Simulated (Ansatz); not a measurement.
Sc₃SnB:
```
Sc3SnB
1.0
    4.64735     0.00000     0.00000
    0.00000     4.64735     0.00000
    0.00000     0.00000     4.64735
Sc Sn B
3 1 1
Direct
  0.00000   0.50000   0.50000
  0.50000   0.00000   0.50000
  0.50000   0.50000   0.00000
  0.00000   0.00000   0.00000
  0.50000   0.50000   0.50000
```

Relaxed with r²SCAN.

Map the electron localisation function on the plane through (0.000, 0.500, 0.500) spanned by u = [1, 0, 0] and v = [0, 1, 1] in lattice vectors, from r²SCAN (plane waves, PAW; program Ansatz).

x is the fraction of u, y of v (the angle between them is 90°; rows are the nearest grid lines); atoms in the plane: Sc at (0.00, 0.00), Sn at (0.00, 0.50), B at (0.50, 0.00).
```
| :#@*:=%%+.  .+%%=:*@#: |
|.=%%+:=%%*:  :*%%=:+%%=.|
|@@%+..+%@@%##%@@%+..+%@@|
|%#=:.:*@@@@@@@@@@*:.:=#%|
|   .:=*#%%%%%%%%#*=:.   |
|:::-=++*########*++=-:::|
|###***++=-::::-=++***###|
|+***#**+=::..::=+**#***+|
|===+*#**=-:..:-=**#*+===|
|::--=+*#*+-::-+*#*+=--::|
|  .--=*#*+=--=+*#*=--.  |
|   .--+*#*+==+*#*+--.   |
|   .--+*#*+==+*#*+--.   |
|  .--=*#*+=--=+*#*=--.  |
|::--=+*#*+-::-+*#*+=--::|
|===+*#**=-:..:-=**#*+===|
|+***#**+=::..::=+**#***+|
|###***++=-::::-=++***###|
|:::-=++*########*++=-:::|
|   .:=*#%%%%%%%%#*=:.   |
|%#=:.:*@@@@@@@@@@*:.:=#%|
|@@%+..+%@@%##%@@%+..+%@@|
|.=%%+:=%%*:  :*%%=:+%%=.|
| :#@*:=%%+.  .+%%=:*@#: |
```
Scale: ten equal steps from 0.001 (start of ' ') to 0.813 (end of '@'), in the order ' .:-=+*#%@'; x runs from 0.000 to 1.00, y from 0.000 (bottom) to 1.00 (top).

The density is the valence pseudo-density with augmentation charge, so density and ELF within about 1 Å of a nucleus are not all-electron values.

Space group Pm-3m (anti-perovskite). The workflow started from an entry of the Crystallography Open Database (COD). Whether it is the stable phase at ambient conditions was not checked. The cell was relaxed with r²SCAN under the symmetry of its start; its stability against distortions is not shown here. No spin polarisation was allowed. Spin–orbit coupling is left out wherever it is not named.

Potentials: the later of the program's two PAW sets.
